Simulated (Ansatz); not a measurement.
Mo:
```
Mo
1.0
   -1.57536     1.57536     1.57536
    1.57536    -1.57536     1.57536
    1.57536     1.57536    -1.57536
Mo
1
Direct
  0.00000   0.00000   0.00000
```

Relaxed with r²SCAN. Special points in fractions of this cell's reciprocal vectors: Γ (0.000, 0.000, 0.000); H (0.500, -0.500, 0.500); N (0.000, 0.000, 0.500); P (0.250, 0.250, 0.250).

List the band energies nearest the Fermi level at these points for the program Ansatz at the r²SCAN with spin–orbit coupling level (PAW).

In eV from the Fermi level; about four levels below and three above (degenerate sets whole), none deeper than 8.9 eV; … stands for higher levels left out; points with the same levels are listed once.

```csv
k,below,above
Γ,-1.64 -1.64 -1.64 -1.64 -1.50 -1.50,…
H,-5.80 -5.80 -5.80 -5.80,3.89 3.89 3.89 3.89
N,-5.74 -5.74 -3.74 -3.74,1.39 1.39 1.71 1.71
P,-2.93 -2.93 -2.93 -2.93,2.54 2.54 2.54 2.54
```

Space group Im-3m (bcc (W type)). The cell was relaxed with r²SCAN under the symmetry of its start. The run is not spin-polarised.

Potentials: the earlier of the program's two PAW sets.
